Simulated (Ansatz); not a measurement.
AlN (wurtzite)

```yaml
crystal:
  lattice:
    - [3.10656, 0.00000, 0.00000]
    - [-1.55328, 2.69036, 0.00000]
    - [0.00000, 0.00000, 4.97805]
  atoms:
    - { symbol: Al, position: [0.33333, 0.66667, 0.99658] }
    - { symbol: Al, position: [0.66667, 0.33333, 0.49658] }
    - { symbol: N, position: [0.33333, 0.66667, 0.37822] }
    - { symbol: N, position: [0.66667, 0.33333, 0.87822] }
```

The volume is varied about the relaxed value V₀ at fixed cell shape. The atoms relax within the cell's symmetry.

Level of theory: r2SCAN (plane waves to 500 eV, PAW, scalar-relativistic; Ansatz, a first-principles code). k mesh 12×12×7 (Γ-centred), Fermi-Dirac smearing 0.05 eV. The energy includes the smearing's −TS. Compression counts positive. AlN was relaxed with its symmetry unable to fall. The PAW data are Ansatz's earlier set. The zero of ΔE is the relaxed starting cell.

```json
[
 {"V (Å³/atom)": "8.737", "P (GPa)": "51.2", "ΔE (meV/atom)": "231.3"},
 {"V (Å³/atom)": "9.015", "P (GPa)": "39.6", "ΔE (meV/atom)": "(withheld)"},
 {"V (Å³/atom)": "9.292", "P (GPa)": "29.5", "ΔE (meV/atom)": "93.3"},
 {"V (Å³/atom)": "9.569", "P (GPa)": "20.6", "ΔE (meV/atom)": "50.1"},
 {"V (Å³/atom)": "9.847", "P (GPa)": "12.8", "ΔE (meV/atom)": "21.3"},
 {"V (Å³/atom)": "10.124", "P (GPa)": "6.0", "ΔE (meV/atom)": "5.1"},
 {"V (Å³/atom)": "10.401", "P (GPa)": "0.0", "ΔE (meV/atom)": "0.0"},
 {"V (Å³/atom)": "10.679", "P (GPa)": "(withheld)", "ΔE (meV/atom)": "4.7"},
 {"V (Å³/atom)": "10.956", "P (GPa)": "-9.9", "ΔE (meV/atom)": "17.9"},
 {"V (Å³/atom)": "11.233", "P (GPa)": "-14.0", "ΔE (meV/atom)": "38.6"},
 {"V (Å³/atom)": "11.511", "P (GPa)": "-17.6", "ΔE (meV/atom)": "66.0"},
 {"V (Å³/atom)": "11.788", "P (GPa)": "-20.7", "ΔE (meV/atom)": "99.2"},
 {"V (Å³/atom)": "12.066", "P (GPa)": "-23.4", "ΔE (meV/atom)": "137.4"}
]
```

Problem. Some entries are withheld; supply them.

Solution. 
- 9.015, ΔE (meV/atom): 152.9
- 10.679, P (GPa): -5.3

(A scan under strain: stresses follow from slopes of the energy per volume, elastic moduli from its curvatures.)
